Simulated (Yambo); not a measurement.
G0W0@PBEsol for BaS (rock salt, space group Fm-3m, No. 225) in Yambo. Reference settings: 4×4×4 Γ-centred k mesh, 148 bands and a 10 Ry block in the screening, 148 bands in G with the Bruneval-Gonze terminator, plasmon pole fitted at 27.2 eV. The PBEsol gap Γ → X on this mesh is 2.04 eV; G0W0 gaps are taken between the same points.

The settings were changed. The gap went from 3.56 eV to 3.35 eV, and the shift of the valence edge from -1.20 eV to -0.72 eV.

Question: Which change was made?
(A) 49 bands in G, no terminator
(B) 49 bands in G
(C) 92 bands in G, no terminator
(D) 8 Ry block

Answer: A, 49 bands in G, no terminator. The others gave (gap, valence shift): 8 Ry block: 3.51, -1.14 eV; 49 bands in G: 3.56, -1.16 eV; 92 bands in G, no terminator: 3.45, -1.00 eV.

Geometry relaxed with PBEsol; primitive cell a = 4.476 Å, b = 4.476 Å, c = 4.476 Å, α = 60.00°, β = 60.00°, γ = 60.00°.

A shift is the quasiparticle energy of the state minus its PBEsol energy.
